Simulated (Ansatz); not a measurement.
HfC, DFT, LDA, all-electron LAPW, scalar-relativistic (Ansatz 0.2.0), run on 1 thread of Intel(R) Xeon(R) Platinum 8488C (Sapphire Rapids) on a shared host.

The cell comes from COD entry 1539502, which wasn't checked; take it as a given geometry. The listed cell was then made from it by scaling, straining or moving an atom.

Command: `ansatz run input.yaml --threads 1 --pin off --max-ram 3072MiB --backend cpu --events-out ev --progress --plain --runs-dir out`

```yaml
crystal:
  lattice:
    - [0.02325, 2.336625, 2.336625]
    - [2.336625, 0.02325, 2.336625]
    - [2.336625, 2.336625, 0.02325]
  atoms:
    - { symbol: Hf, position: [0.5, 0.5, 0.5] }
    - { symbol: C, position: [0.0, 0.0, 0.0] }
kpoints:
  mp_grid: { grid: [12, 12, 12] }
  band_path:
    path:
      - [0.0, 0.0, 0.0]
      - [0.5, 0.5, 0.5]
      - [0.247543133, 0.5, 0.752456867]
      - [-0.247543133, 0.247543133, 0.5]
      - [0.0, 0.0, 0.5]
      - [0.0, 0.0, 0.0]
      - [-0.3737715665, 0.0, 0.3737715665]
      - [0.0, 0.3737715665, 0.6262284335]
      - [0.0, 0.5, 0.5]
    npoints: 5
scf:
  occupations: { method: fermi_dirac, width: 0.05 }
hamiltonian:
  xc: lda
  pseudopotentials: { kind: all_electron, lapw: { basis_error: 0.00025 } }
output:
  forces: true
  stress: true
  eigenvalues: true
```

Question: How large is the problem that the program sets up?

Answer: 189 irreducible k-points, 357 plane waves at Γ, 29 bands.

Question: Estimate the wall time and the peak memory.

Answer: 44 s of wall time for 10 SCF iterations, with a peak of 0.79 GiB. Times on shared machines scatter by tens of per cent.
